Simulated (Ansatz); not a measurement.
**Coordination and I-127 quadrupole coupling in Cs₃Y₂I₉**

Cell: a COD entry whose atoms were relaxed with PBE, the cell held.

```cif
data_Cs3Y2I9
_symmetry_space_group_name_H-M 'P6_3/mmc'
_symmetry_Int_Tables_number 194
_cell_length_a 8.4060
_cell_length_b 8.4060
_cell_length_c 21.2800
_cell_angle_alpha 90.000
_cell_angle_beta 90.000
_cell_angle_gamma 120.000
loop_
_atom_site_label
_atom_site_type_symbol
_atom_site_symmetry_multiplicity
_atom_site_Wyckoff_symbol
_atom_site_fract_x
_atom_site_fract_y
_atom_site_fract_z
Cs1 Cs 2 b 0.0000 0.0000 0.2500
Cs3 Cs 4 f 0.3333 0.6667 0.0683
Y Y 4 f 0.6667 0.3333 0.1555
I11 I 6 h 0.5017 0.0035 0.2500
I17 I 12 k 0.8379 0.6759 0.0840
```

One atom of each set is listed.

Computed with Ansatz: DFT, PBE, plane waves and PAW, scalar-relativistic, 420 eV cutoff, Γ-centred 4×4×2 k-points, Fermi–Dirac smearing 0.02 eV.

Q(I-127) = -688.2 mb.

Problem. Order the I environments from the weakest to the strongest quadrupole coupling.
A. I17: 1 Y at 2.92 Å
B. I11: 2 Y at 3.13 Å, angle 80°

Solution. A (132 MHz, η = 0.06), B (245 MHz, η = 0.67).

At I17 V_zz points along its bond to Y (within 4°). At I11 V_zz stands upright on the plane of its two bonds (within 1°). Like point charges on the first shell alone (each adding as 1/d³) would put I17 above I11: the covalent part of each bond and the atoms beyond the first shell count as well.

Without spin–orbit coupling the gradients at and beside I can be off by some per cent, at some sites by more.
